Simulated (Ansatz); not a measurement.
A relaxed cell of Si3P4 is given with its symmetry left out. The cell was found from a structure generator's guess, not taken from experiment.

The calculation used Ansatz 0.2.0, DFT PBE, scalar-relativistic, plane waves, PAW. Cutoff 420 eV, Γ-centred mesh, Gaussian smearing, no spin polarisation.

```xyz
14
Lattice="9.7928 0.0000 0.0000 -4.8964 8.4808 0.0000 0.0000 0.0000 3.6778" Properties=species:S:1:pos:R:3 pbc="T T T"
Si    6.9650    1.9367    2.7584
Si    1.8052    7.0003    0.9195
Si    0.2634    3.4173    0.9195
Si    4.6330    5.0635    2.7584
Si    3.0912    1.4806    2.7584
Si   -2.0686    6.5441    0.9195
P     4.8964    2.8269    2.7584
P     0.0000    5.6539    0.9195
P     1.4034    8.2563    2.7584
P     3.3444    5.3435    0.9195
P     7.8518    2.9127    0.9195
P    -2.9554    5.5681    2.7584
P     3.4930    0.2246    0.9195
P     1.5520    3.1373    2.7584
```

The zero of energy is the elements' standard structures at the same level; no fitted shifts are applied. The references include black phosphorus.

(1) What space group does it have?

(2) How far does it lie from the elements in energy?

(3) Is it a metal?

(4) From what recipe could a structure generator have reached it?

## Answers

(1) P6_3/m (No. 176). Conventional cell: a = 9.793 Å, c = 3.678 Å. Si has 4 P at 2.25–2.26 Å; P on a site of symmetry -6 has 3 Si at 2.25 Å; P on a site of symmetry m has 3 Si at 2.26 Å.

(2) +0.07 eV/atom. The separate elements lie lower, so it is unstable against them.

(3) It can't be told: by band count a gap of 0.02 eV opens on the 6×6×10 mesh, less than the smearing, so the run treats the cell as a metal.

(4) One such recipe: 3-, 4-connected net, the two elements on its two kinds of vertex (P6_3/m, No. 176). Other recipes can lead to the same cell.

The last run used a 6×6×10 mesh (in the run's order of axes) for its 14-atom cell and Gaussian smearing of 0.10 eV. The reference form of P is held partly by dispersion forces, which this level lacks. A structure relaxed within its symmetry needn't be a true minimum.
